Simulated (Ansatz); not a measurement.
The cell below belongs to a search over invented structures; it isn't taken from experiment.

Input and command of a plane-wave DFT calculation in Ansatz:

```yaml
crystal:
  lattice:
    - [2.9370280604, 0.0, 0.0]
    - [-1.4685140302, 2.5435409119, 0.0]
    - [0.0, 0.0, 14.6214243921]
  atoms:
    - { symbol: Zr, position: [0.0, 0.0, 0.0] }
    - { symbol: Al, position: [0.6666666667, 0.3333333333, 0.1790326144] }
    - { symbol: Al, position: [0.3333333333, 0.6666666667, 0.3397067713] }
    - { symbol: Al, position: [0.0, 0.0, 0.5] }
    - { symbol: Al, position: [0.6666666667, 0.3333333333, 0.6602932287] }
    - { symbol: Al, position: [0.3333333333, 0.6666666667, 0.8209673856] }
    - { symbol: "N", position: [0.6666666667, 0.3333333333, 0.8976857928] }
    - { symbol: "N", position: [0.3333333333, 0.6666666667, 0.1023142072] }
    - { symbol: "N", position: [0.0, 0.0, 0.2597334487] }
    - { symbol: "N", position: [0.6666666667, 0.3333333333, 0.4198814535] }
    - { symbol: "N", position: [0.3333333333, 0.6666666667, 0.5801185465] }
    - { symbol: "N", position: [0.0, 0.0, 0.7402665513] }
basis:
  ecutwfc: 420
kpoints:
  mp_grid: { grid: [12, 12, 4] }
hamiltonian:
  xc: pbe
scf:
  occupations: { method: gaussian, width: 0.1 }
output:
  forces: true
  stress: true
  eigenvalues: true
relax:
  adjacent_minimum: "off"
  f_tol: 0.01
  max_steps: 80
  cell: { stress_tol: 0.05 }
```

```bash
ansatz run input.yaml --threads 1 --pin off --max-ram 2560MiB --backend cpu --events-out ev --progress --plain --runs-dir out
```

Processor: Intel(R) Xeon(R) Processor @ 2.50GHz (Skylake/Cascade Lake), 1 thread, on a host shared with other jobs.

**Question.** How long does it run, and how much memory does it take?

**Answer.** About 2.8 min, peak memory 0.56 GiB. It solves 41 bands at 69 k points (after reduction by symmetry) with about 2113 plane waves (on the last cell), in 26 SCF iterations over 4 ionic steps.
